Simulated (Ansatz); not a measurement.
Run on Tl: DFT, LDA, all-electron LAPW, scalar-relativistic (Ansatz 0.2.0).

The cell comes from a relaxation on PAW files under the same functional, begun from a database entry that needn't be the ground state.

Command: `ansatz run input.yaml --threads 1 --pin off --max-ram 3072MiB --backend cpu --events-out ev --progress --plain --runs-dir out` It took 53 s on 1 thread of Arm Neoverse V1, on a shared host, peak memory 0.64 GiB.

```yaml
crystal:
  lattice:
    - [3.4063222006, 0.0, 0.0]
    - [-1.7031611003, 2.9499615592, 0.0]
    - [0.0, 0.0, 5.4329154813]
  atoms:
    - { symbol: Tl, position: [0.3333333333, 0.6666666667, 0.25] }
    - { symbol: Tl, position: [0.6666666667, 0.3333333333, 0.75] }
kpoints:
  mp_grid: { grid: [17, 17, 9] }
scf:
  occupations: { method: fermi_dirac, width: 0.05 }
hamiltonian:
  xc: lda
  pseudopotentials: { kind: all_electron, lapw: { basis_error: 0.0005 } }
output:
  forces: true
  stress: true
  eigenvalues: true
```

Output:

```
LAPW: plane waves up to 7.017 Å⁻¹, error target 5.0e-4 eV per atom; small_component_spin mean_spin; Tl in spheres of 1.677 Å, 35 of its electrons in bands, Dirac shells [] (how accurate: hamiltonian.pseudopotentials.lapw.basis_error, Limitations)
Engine: ansatz 0.2.0
Pseudopotentials: kind: all_electron
Pseudopotential: Tl, LAPW, valence charge 35, lapw/all_electron/scalar/gaussian/Tl, Koelling and Harmon's equation, gaussian nucleus
Functional definition: SPW92
  exchange = slater_x
  correlation = pw_c
Crystal: 2 atoms, lattice volume = 54.593 Å³
Basis set: ecut = 187.57171895087725 eV, 313 PW (Γ), exchange–correlation at level 2
Bands: 42, of which v1, the nominal top of the filled ones, is band 35 counted from 1 (34 counted from 0)
Symmetry: 24 space group operations
Space group: P63/mmc (ITA 194), of the structure as read, at distance tolerance 3.8e-5 Å
k-points: 165 of 2601
Non-local potential: Tl, projectors of the file, none
Initial density: superposition of atomic densities (chi_scale 0.1, normalization cell)
Initial wavefunctions: plane waves of lowest kinetic energy (no species holds an atomic orbital)
Functional: x = slater, c = lda
iter 1 solved again at ethr=9.39e-6 eV; its pass at ethr=1.00e-1 eV (dr2=6.57e-3 eV) is discarded
SCF iter   1: F=—  HF=-1100957.843354 eV  |F-HF|=—  |Δ(HF+E_count)|=         —  Δρ=4.11e-3  dr2=6.63e-3  ethr=9.39e-6  ⟨swp⟩=3.9  Hψ=45846  notcnv=0
preconditioner: auto → LDOS  [metal: Δε(μ)=0.048 eV  Ē_g=15.894 eV  σ=0.050 eV  W_gap=0.23  n_scr=22 (ndim 8)  ℏωp=25.6 eV  f_vac=0.045  D(μ)=0.98/eV (n_scr^D=2)  β→1.0]
iter 2 solved again at ethr=2.44e-7 eV; its pass at ethr=9.39e-6 eV (dr2=1.71e-4 eV) is discarded
SCF iter   2: F=—  HF=-1100957.843933 eV  |F-HF|=—  |Δ(HF+E_count)|=   5.79e-4  Δρ=8.52e-4  dr2=1.71e-4  ethr=2.44e-7  ⟨swp⟩=2.0  Hψ=38296  notcnv=0
SCF iter   3: F=—  HF=-1100957.772888 eV  |F-HF|=—  |Δ(HF+E_count)|=   7.10e-2  Δρ=8.90e-4  dr2=3.00e-4  ethr=2.44e-7  ⟨swp⟩=3.0  Hψ=23281  notcnv=0
SCF iter   4: F=—  HF=-1100957.771707 eV  |F-HF|=—  |Δ(HF+E_count)|=   1.18e-3  Δρ=3.50e-4  dr2=4.71e-5  ethr=2.44e-7  ⟨swp⟩=2.0  Hψ=20819  notcnv=0
SCF iter   5: F=—  HF=-1100957.771697 eV  |F-HF|=—  |Δ(HF+E_count)|=   9.22e-6  Δρ=9.71e-5  dr2=3.73e-6  ethr=6.73e-8  ⟨swp⟩=2.0  Hψ=20819  notcnv=0
SCF iter   6: F=-1100957.771702 eV  HF=-1100957.771701 eV  |F-HF|=2.37e-8  |Δ(HF+E_count)|=   4.01e-6  Δρ=7.40e-6  dr2=2.49e-8  ethr=5.33e-9  ⟨swp⟩=2.8  Hψ=20998  notcnv=0
SCF 1 converged in 6 iterations: F = -1100957.771702 eV  dr2 = 2.49e-8
SCF converged after 6 iterations
Free energy (F): -1100957.771702 eV
Harris-Foulkes:  -1100957.771701 eV  (|F-HF|=2.37e-8)
Internal energy: -1100957.763875 eV  (E = F + TS)
E sigma→0 (E₀):  -1100957.767788 eV
Entropy (-TS):   -0.007826 eV (-3.913 meV/atom)
Fermi energy:    16.158629 eV
--- Per-component energies (eV) ---
  E_band       = -3575.661485
  E_kinetic    = 1264046.999867
  E_xc         = -20115.030656
  E_electrostatic = -2344889.733086  (all electrons and nuclei)
  E_smearing   = -0.007826  (= −TS)
  E_closure    = 0.000000  (closes the sum)
  E_atoms      = -1100951.902729  (free atoms, spherical and without spin; not in F)
  Σ components = -1100957.771702   (vs F -1100957.771702, Δ=0.00e0)
  Basis errors (estimates in eV, not in F): energy 1.0e-4 per atom: plane waves 1.0e-4 (5.1e-5 summed), levels above the bands 1.6e-98, relativity 6.4e-9, radial functions 1.7e-6, core shells 1.1e-8; eigenvalues (radial functions only) 1.0e-5; not estimated: angular momenta, meshes, grids; target (lapw.basis_error) 5.0e-4; muffin-tin radii Tl 1.677 Å
--- Forces (eV/Å), atoms counted from 1 ---
  atom   1  Tl    -0.00000000    -0.00000000     0.00000000
  atom   2  Tl    -0.00000000     0.00000000     0.00000000
  max |Σ_I F_I| component: 1.16e-18 eV/Å
--- Stress (GPa, compression-positive) ---
       -0.010472       0.000000       0.000000
       -0.000000      -0.010472       0.000000
        0.000000       0.000000       0.056565
  P = ⅓ Tr σ = 0.0119 GPa (0.119 kbar)
--- Band table (eV; the first three rows and the last of 165) ---
  k-point 0: bands = ["-110.5817", "-110.5814", "-93.9769", "-93.9769", "-93.9769", "-93.9769", "-93.9759", "-93.9759", "-93.9759", "-93.9759", "-93.9752", "-93.9752", "-93.9752", "-93.9752", "-93.9750", "-93.9750", "-55.6777", "-55.6711", "-55.6711", "-55.6690", "-55.6690", "-55.6662", "4.3319", "4.6194", "4.6392", "4.6392", "4.7016", "4.7016", "4.7701", "4.7701", "5.1567", "5.1567", "5.7631", "11.0619", "13.1407", "24.3621", "24.3621", "26.5597", "26.5597", "26.6007", "27.2767", "27.4844"]
  k-point 1: bands = ["-110.5817", "-110.5814", "-93.9769", "-93.9769", "-93.9769", "-93.9769", "-93.9759", "-93.9759", "-93.9759", "-93.9759", "-93.9752", "-93.9752", "-93.9752", "-93.9752", "-93.9750", "-93.9750", "-55.6774", "-55.6711", "-55.6711", "-55.6690", "-55.6690", "-55.6666", "4.3425", "4.6170", "4.6233", "4.6233", "4.6931", "4.6931", "4.7997", "4.7997", "5.1519", "5.1519", "5.8332", "10.4432", "13.8978", "24.4181", "24.4181", "26.4884", "26.4884", "26.4998", "26.6355", "27.2423"]
  k-point 2: bands = ["-110.5816", "-110.5814", "-93.9769", "-93.9769", "-93.9769", "-93.9769", "-93.9759", "-93.9759", "-93.9759", "-93.9759", "-93.9752", "-93.9752", "-93.9752", "-93.9752", "-93.9750", "-93.9750", "-55.6764", "-55.6709", "-55.6709", "-55.6692", "-55.6692", "-55.6676", "4.3729", "4.5999", "4.5999", "4.6045", "4.6704", "4.6704", "4.8623", "4.8623", "5.1359", "5.1359", "6.0498", "9.4347", "15.3210", "24.5833", "24.5833", "24.6698", "26.2804", "26.2804", "26.6185", "27.1459"]
  k-point 164: bands = ["-110.5814", "-110.5814", "-93.9769", "-93.9769", "-93.9769", "-93.9769", "-93.9759", "-93.9759", "-93.9759", "-93.9759", "-93.9752", "-93.9752", "-93.9752", "-93.9752", "-93.9750", "-93.9750", "-55.6770", "-55.6769", "-55.6752", "-55.6746", "-55.6695", "-55.6694", "4.4280", "4.4349", "4.6316", "4.7210", "4.7993", "4.8242", "4.9008", "4.9069", "5.1634", "5.1741", "11.9615", "12.0963", "15.0180", "15.2016", "16.2732", "16.8820", "23.7163", "23.9669", "26.7240", "28.0163"]
```

Spin–orbit coupling is left out, which matters for the heavy atoms.
